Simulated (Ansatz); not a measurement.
Cell and atoms are relaxed with the symmetry kept. Start:

```
Ba Mn Bi
1.0
    -2.19114    2.19114    7.10356
     2.19114   -2.19114    7.10356
     2.19114    2.19114   -7.10356
Ba Mn Bi
1 2 2
Direct
  0.00000 0.00000 0.00000
  0.25000 0.75000 0.50000
  0.75000 0.25000 0.50000
  0.36702 0.36702 0.00000
  0.63298 0.63298 0.00000
```

Method: DFT PBEsol, scalar-relativistic, plane waves, PAW in Ansatz.

Cutoff 420 eV; k points 12×12×12 on the computed 5-atom cell (Γ-centred); Gaussian smearing, width 0.10 eV; collinear spin from starting moments 0 -4.09 4.09 0 0 μB.

Task: What does it relax to?

Result: The volume doesn't move by more than 0.01 Å³/atom to 27.28 Å³/atom, and the energy changes by under 0.1 meV/atom. The cell ends with a moment of 0.00 μB (only this magnetic start was tried). Final structure:
```cif
data_structure
_symmetry_space_group_name_H-M 'I4/mmm'
_symmetry_Int_Tables_number 139
_cell_length_a 4.3823
_cell_length_b 4.3823
_cell_length_c 14.2071
_cell_angle_alpha 90.000
_cell_angle_beta 90.000
_cell_angle_gamma 90.000
_cell_volume 272.84
loop_
_atom_site_label
_atom_site_type_symbol
_atom_site_symmetry_multiplicity
_atom_site_Wyckoff_symbol
_atom_site_fract_x
_atom_site_fract_y
_atom_site_fract_z
_atom_site_occupancy
Ba1 Ba 2 a 0.00000 0.00000 0.00000 1
Mn1 Mn 4 d 0.50000 0.00000 0.25000 1
Bi1 Bi 4 e 0.00000 0.00000 0.36702 1
```

Spin-orbit coupling is left out, which matters for the bands of heavy elements.

Cost: 1 run of about 9 core-minutes, on Intel Xeon Platinum 8259CL (Skylake/Cascade Lake) (shared hosts).